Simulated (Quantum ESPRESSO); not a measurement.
## Nb3SnAu2Hf2 (one composition in several site orders)

Computed values, not a measurement. The program is pw.x of Quantum ESPRESSO 7.5 (plane-wave density functional theory). The cell is made up: eight metal atoms on a face-centred cubic lattice, with elements, volume, strain and displacements drawn at random and not relaxed, so it may be unstable or far from any real phase. PseudoDojo standard norm-conserving files set the functional (PBE unless stated); there is no spin polarisation or spin-orbit coupling, the Fermi-Dirac width of 0.25 eV means electrons at about 2900 K, and the masses in the input are unused placeholders. The tin pseudopotential is less sure than most, with forces differing by about three percent from a second method on plain tin. Heavy elements are run without spin-orbit coupling, which real alloys of them have. A spin test at this wide smearing found no moment, but such smearing suppresses magnetism that the real alloy may have.

The runs put one composition on the sites in different orders. Cell, positions, cutoff, mesh and smearing stay as in the input of run 1; sites are counted in its order. Stress in the tables is positive in tension.

Input of run 1:

```
&control calculation='scf', pseudo_dir='./dojo.nc.sr.pbe.v0_5.standard.upf', outdir='./o', disk_io='medium', tprnfor=.true., tstress=.true. /
&system ibrav=0, nat=8, ntyp=4, nbnd=72, ecutwfc=82.02448710, nosym=.true., tot_charge=0,
 occupations='smearing', smearing='fd', degauss=0.0183746611
/
&electrons conv_thr=1.470e-08, electron_maxstep=70, mixing_beta=0.5 /
ATOMIC_SPECIES
Au 1.0 Au.upf
Hf 1.0 Hf.upf
Nb 1.0 Nb.upf
Sn 1.0 Sn.upf
CELL_PARAMETERS angstrom
0.0 4.2813 0.0
-4.2813 0.0 -4.2813
-4.2813 0.0 4.2813
ATOMIC_POSITIONS angstrom
Nb 0.0082 0.0516 -0.0833
Sn -2.1694 -0.0017 2.1931
Nb -2.0162 -0.0564 -2.2087
Au -4.3055 0.0369 0.0591
Hf -2.065 2.2213 0.0528
Nb -4.2735 2.108 2.1087
Hf -4.313 2.1874 -2.1605
Au -6.4574 2.1278 0.0525
K_POINTS automatic
6 4 4 1 1 1
```

```
run  elements on sites 1 to 8  free energy less that of run 1 (eV)  -TS (eV)  pressure (GPa)  stress xx (GPa)  stress yy (GPa)  stress zz (GPa)  stress yz (GPa)  stress xz (GPa)  stress xy (GPa)  iterations
  1   Nb Sn Nb Au Hf Nb Hf Au                                0.000    -1.557            0.10            -1.47             3.89            -2.72            -0.97            -0.80             0.19          17
  2   Au Nb Au Nb Sn Hf Nb Hf                                0.153    -1.545            0.63            -3.04             4.97            -3.83            -0.43             0.17            -0.24          16
  3   Nb Sn Hf Nb Au Nb Au Hf                                0.463    -1.502            1.22            -2.95             1.56            -2.28            -0.31            -1.21             0.10          18
  4   Nb Au Hf Nb Hf Au Sn Nb                               -0.278    -1.576           -1.50             2.56             2.28            -0.34             0.17            -1.07            -0.65          16
  5   Au Sn Hf Au Hf Nb Nb Nb                               -0.059    -1.632           -0.73             2.64            -0.20            -0.25            -0.05             0.13            -0.07          18
  6   Nb Sn Au Au Nb Nb Hf Hf                               -0.469    -1.538           -1.22             0.09             3.53             0.02            -0.74             0.31             0.52          17
```

Forces Fx Fy Fz (eV/Å):

| site | run 1 | run 2 | run 3 | run 4 | run 5 | run 6 |
| --- | --- | --- | --- | --- | --- | --- |
| 1 | 0.01 -0.23 0.40 | 0.37 -0.07 0.78 | -0.31 -0.18 0.28 | 0.73 -0.18 0.63 | 0.06 -0.18 0.53 | -0.88 -0.16 0.53 |
| 2 | 0.15 0.24 -0.16 | 0.98 0.12 -0.63 | 0.41 0.02 -0.54 | -0.18 0.09 -0.10 | 0.29 0.19 0.35 | 0.10 0.20 -0.83 |
| 3 | -0.38 0.38 0.29 | -1.18 0.15 0.11 | -1.45 0.41 1.64 | -0.62 0.60 0.35 | -1.17 0.59 0.12 | -0.93 0.21 0.45 |
| 4 | 0.45 -0.10 -0.85 | 0.90 -0.07 -1.41 | 0.54 -0.15 -0.20 | 0.27 -0.06 -0.62 | 0.59 -0.10 -0.92 | 0.48 -0.06 -0.55 |
| 5 | -1.03 -0.42 -1.37 | -0.86 -0.33 -0.30 | -0.43 -0.23 -0.76 | -0.98 -0.51 -0.14 | -0.51 -0.66 -0.69 | -0.05 -0.43 -0.84 |
| 6 | -0.38 0.20 0.57 | 0.18 0.29 0.25 | 0.51 0.19 -0.03 | 0.05 0.21 0.12 | 0.09 0.33 0.21 | 0.03 0.32 0.62 |
| 7 | 1.11 -0.17 0.64 | -0.26 -0.13 1.38 | 0.66 -0.17 0.40 | 0.72 -0.22 0.72 | 0.67 -0.30 0.49 | 0.98 -0.19 0.57 |
| 8 | 0.07 0.10 0.47 | -0.14 0.05 -0.18 | 0.06 0.11 -0.80 | 0.01 0.07 -0.96 | -0.02 0.12 -0.09 | 0.26 0.11 0.05 |

The sites are displaced and not relaxed, so the energy differences mix bonding between neighbours with strain and are not ordering energies. A rerun of one cell of this series at a higher cutoff and on a denser mesh moved values by no more than 0.005 eV in energy, 0.02 GPa in stress and 0.007 eV/Å in force, and a second program with other atomic files agreed on that cell to 2 % rms in force and 0.5 GPa in pressure.